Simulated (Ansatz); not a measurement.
This cell of HfO2 (fluorite) is off equilibrium:

```xyz
6
Lattice="0.0000 5.0976 5.0976 2.5488 0.0000 2.5488 2.5488 2.5488 0.0000" Properties=species:S:1:pos:R:3 pbc="T T T"
Hf    -0.0009     0.0016    -0.0025
Hf     0.0009     2.5472     2.5513
O      1.3257     1.1808     1.4193
O      1.2231     3.9168     3.6783
O      3.7719     3.9168     3.6783
O      3.8745     6.2784     6.5169
```

Computed with PBE (plane waves to 420 eV, PAW, scalar-relativistic; Ansatz, a first-principles code). k mesh 11×11×11 (Γ-centred), Fermi-Dirac smearing 0.05 eV. Stress and pressure are positive under compression. HfO2 is run without spin polarisation. HfO2 was relaxed with its symmetry unable to fall. Spin-orbit coupling is left out, though Hf is heavy. This is a high-temperature form of HfO2.

Question: Predict the force on every atom, in eV/Å.

Answer: 
```tsv
atom	Fx	Fy	Fz
Hf1	0.237	-0.369	0.387
Hf2	-0.237	0.369	-0.387
O3	-0.845	0.882	-2.156
O4	0.059	-0.830	0.743
O5	0.845	-0.882	2.156
O6	-0.059	0.830	-0.743
```

Question: Give the stress tensor in GPa and the pressure.

Answer: 
```
   2.32    -0.92     0.42
  -0.92     4.06    -0.86
   0.42    -0.86     7.83
```
The pressure, a third of the trace, is 4.74 GPa.

(A displaced cell: forces are minus the slopes of the energy, force constants its curvatures, and phonons follow from these.)
